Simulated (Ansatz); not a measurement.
Relaxed WS2 (2H-MoS2 type, space group P6_3/mmc):

```
CELL_PARAMETERS angstrom
      3.15408     0.00000     0.00000
     -1.57704     2.73152     0.00000
      0.00000     0.00000    12.13731
ATOMIC_POSITIONS crystal
  W  0.33333 0.66667 0.25000
  W  0.66667 0.33333 0.75000
  S  0.33333 0.66667 0.62026
  S  0.66667 0.33333 0.12026
  S  0.66667 0.33333 0.37974
  S  0.33333 0.66667 0.87974
```

In this cell atom 6 (S, nearest neighbour W at 2.407 Å; its periodic images, 3.2 Å or more away, move with it) is moved by u·(1.000, 0.000, 0.000) + v·(0.000, 1.000, 0.000); the rest is frozen.

Calculation: PBE-D3(BJ) (plane waves to 420 eV, PAW, scalar-relativistic; Ansatz, an electronic-structure program). k mesh 10×10×3 (Γ-centred), Fermi-Dirac smearing 0.05 eV. E stands for the smeared free energy. Spin-orbit coupling is left out, though W is heavy. WS2 is run without spin polarisation. WS2 was relaxed with its symmetry unable to fall.

Changes of ΔE (meV/cell) from the point u = 0.000 Å, v = 0.000 Å when one coordinate moves alone (two changes are said to add if the coupling is within 5 % of the smaller one, nearly so within 20 %):

```csv
point,change
"u = 0.000 Å, v = -0.360 Å",561.7
"u = 0.000 Å, v = -0.180 Å",155.3
"u = -0.360 Å, v = 0.000 Å",665.6
"u = -0.180 Å, v = 0.000 Å",168.6
"u = 0.180 Å, v = 0.000 Å",168.6
"u = 0.360 Å, v = 0.000 Å",665.6
"u = 0.000 Å, v = 0.180 Å",181.9
"u = 0.000 Å, v = 0.360 Å",771.1
```

Q: What is the change at u = -0.360 Å, v = -0.360 Å, where both move, and how far is it from the sum?

A: The sum of the single changes is 665.6 + (561.7) = 1227.3; the calculation gives 1508.4, so the coupling contributes 281.1 (over 20 % of the smaller single change, not additive).

Q: Do the two effects add at u = 0.360 Å, v = -0.180 Å? Give the computed change.

A: The sum of the single changes is 665.6 + (155.3) = 820.9; the calculation gives 972.3, so the coupling contributes 151.4 (over 20 % of the smaller single change, not additive).

Q: What is the change at u = 0.180 Å, v = -0.180 Å, where both move, and how far is it from the sum?

A: The sum of the single changes is 168.6 + (155.3) = 323.9; the calculation gives 362.4, so the coupling contributes 38.5 (over 20 % of the smaller single change, not additive).

(For displaced atoms, the force is minus the slope of the energy, and its curvature is a force constant, which sets phonon frequencies.)
